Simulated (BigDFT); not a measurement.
Input and output of a self-consistent single point for B(H)2(Br) (BBrH2) (BigDFT).

All values come from this method and carry its errors: PBE, Daubechies wavelet basis, HGH (Krack) norm-conserving potentials made for PBE, isolated boundary conditions, implicit solvent (soft-sphere cavity) in BigDFT 1.9.6.

SMILES: BBr
```xyz
4

B     -0.1028    -0.1518     0.0442
H      0.2491    -0.9526     0.8119
H     -1.0623    -0.3098    -0.6145
Br     0.8578     1.3660    -0.2246
```

Reference input (self-consistent single point, DFT, PBE, Daubechies wavelet basis, HGH (Krack) norm-conserving potentials made for PBE, isolated boundary conditions): basis = Daubechies wavelets; dft.hgrids = 0.33 bohr; dft.rmult = 6 8; dft.ixc = 11; potentials = built-in HGH-K PBE; boundary_conditions = free; dft.gnrm_cv = 1e-05; dft.itermax = 80; dft.idsx = 6; dft.nrepmax = 3. This run's input differs from it in these lines:

```diff
@@ -9,2 +9,6 @@
   nrepmax: 3
+psolver:
+  environment:
+    cavity: soft-sphere
+    epsilon: 2.0
 posinp:
```

Output, abridged:

```
  #------------------------------------------------------------------- Self-Consistent Cycle
 Ground State Optimization:
 - Hamiltonian Optimization: &itrp001
   - Subspace Optimization: &itrep001-01
       Wavefunctions Iterations:
       Summing up ionic density:  Yes,
 Integral of the density in the nonvacuum region:  0.0,
 Embedded PSolver Preconditioned Conjugate Gradient Method: [
Iteration quality: {iter:  1, res:  9.92143161032360370E-05},
Iteration quality: {iter:  2, res:  1.21057279138663020E-05},
Iteration quality: {iter:  3, res:  3.30262064928091910E-06},
Iteration quality: {iter:  4, res:  1.27520250942840447E-06},
   [... lines left out ...]
         Repulsion energy: -5.0386756154279528E-003,
        Dispersion energy: -7.157426382052268E-003,
 iter:  15, EKS: -1.74239116944282380E+01, gnrm:  9.82E-06, D: -1.34E-08,
       -  &FINAL001  { #---------------------------------------------------------- iter: 16
       Summing up ionic density:  Yes,
 Integral of the density in the nonvacuum region:  0.0,
 Embedded PSolver Preconditioned Conjugate Gradient Method: [
Iteration quality: {iter:  1, res:  3.36210998876019010E-09}],
        Cavitation energy:  1.6490211105036935E-002,
         Repulsion energy: -5.0386756154279528E-003,
        Dispersion energy: -7.157426382052268E-003,
 iter:  16, EKS: -1.74239116854309799E+01, gnrm:  9.82E-06, D:  9.00E-09,  #FINAL
        #Eigenvalues and New Occupation Numbers
       Orbitals: [
 Last Iteration                        : *FINAL001
  #---------------------------------------------------------------------- Forces Calculation
 Total electronic charge               :  11.999999998279
   Summing up ionic density            :  Yes
   Integral of the density in the nonvacuum region:  0.0
   Embedded PSolver Preconditioned Conjugate Gradient Method:
   - Iteration quality: {iter:  1, res:  2.44500568839008324E-09}
   Cavitation energy                   :  1.6490211105036935E-002
   Repulsion energy                    : -5.0386756154279528E-003
   Dispersion energy                   : -7.157426382052268E-003
   Non-electrostatic energy            :  4.2941091075567161E-003
   [... lines left out ...]
  #-------------------------------- Warnings obtained during the run, check their relevance!
 WARNINGS:
 BigDFT infocode                       :  0
   [... lines left out ...]
 -  {B: [-1.710877571830E-02, -2.084394419907E-02, -2.737934319061E-03]} # 0001
 -  {H: [ 5.686617653172E-03, -7.761960148318E-03,  1.066842864602E-02]} # 0002
 -  {H: [-8.200355146226E-03, -9.253160727063E-04, -4.352443521713E-03]} # 0003
 -  {Br: [ 1.962251321135E-02,  2.953122042010E-02, -3.578050805241E-03]} # 0004
 Energy (Hartree)                      : -1.74239116854309799E+01
 Force Norm (Hartree/Bohr)             :  4.79381034971587475E-02
```

The run converged in 16 iterations. Against the reference run the largest force moves little (1.833 to 1.832 eV/Å).

The grid can part forces that symmetry would make equal. Forces above 1 eV/Å remain at this geometry. The geometry comes from a cheaper method or was typed, in some cases with atoms then moved at random; it is not relaxed at this level, and the species need not be a known compound.

Cost on one core: about 2.1 core-minutes (a rough figure).
